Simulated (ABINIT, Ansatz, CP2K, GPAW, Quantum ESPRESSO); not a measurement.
**GaB: 5 runs at one level of theory**

```
Ga B
1.0
     2.71824    0.00000    0.00000
     0.00000    2.71824    0.00000
     0.00000    0.00000    3.23621
Ga B
1 1
Direct
  0.50000 0.50000 0.50000
  0.00000 0.00000 0.00000
```

The cell comes from a database or a generator and needn't be the stable form of this composition.

Alike in all runs: task single point; functional PBE; k mesh 10 × 10 × 8; occupations fermi-dirac, width 0.05 eV; no spin polarisation; no spin-orbit coupling. Pressure is positive in compression and, in plane waves, holds the error of the finite cutoff, which Ansatz's Pulay term estimates and takes out.

```csv
program and potentials,plane-wave cutoff (eV),notes,band gap (eV),pressure (GPa)
"ABINIT, JTH PAW PBE v2.0",463,8 valence electrons an atom on average,no gap,-0.24
"Ansatz, Ansatz PAW (earlier soft set)",420,8 valence electrons an atom on average; Pulay term of +0.11 GPa included,no gap,-0.06
"GPAW, GPAW PAW data sets (gpaw-data 1.2.1)",800,3 valence electrons an atom on average,no gap,0.95
"Quantum ESPRESSO, SSSP 1.3 efficiency PBE",952,8 valence electrons an atom on average,no gap,-0.30
"CP2K, POTENTIAL_UZH Ga GTH-PBE-q13, B GTH-PBE-q3; TZVP-MOLOPT-PBE-GTH basis",-,atomic basis; 8 valence electrons an atom on average,no gap,0.86
```

None finds a gap. The pressure spans -0.30 (Quantum ESPRESSO, SSSP 1.3 efficiency PBE) to 0.95 GPa (GPAW, GPAW PAW data sets (gpaw-data 1.2.1)). Rows in atomic bases carry the error of their basis and grid, which can be large.

The functional is the same throughout but for its coding, so the spread measures potentials, basis and numerics; runs on potential files found faulty are left out.
